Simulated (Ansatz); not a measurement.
Structure types of Co were relaxed at one common pressure (all-electron LAPW in Ansatz 0.2.0 under LDA, scalar-relativistic, ferromagnetic start, zero temperature). They take these volumes:

```
   type  space group  V (Å³/atom)
    hcp     P6_3/mmc         7.88
diamond        Fd-3m        10.16
     sc        Pm-3m         8.59
  omega       P6/mmm         8.07
```

Question: At about which pressure, and is the densest type also the lowest in enthalpy?

Answer: 100 GPa. The densest is hcp, and it is also the lowest in enthalpy among these.
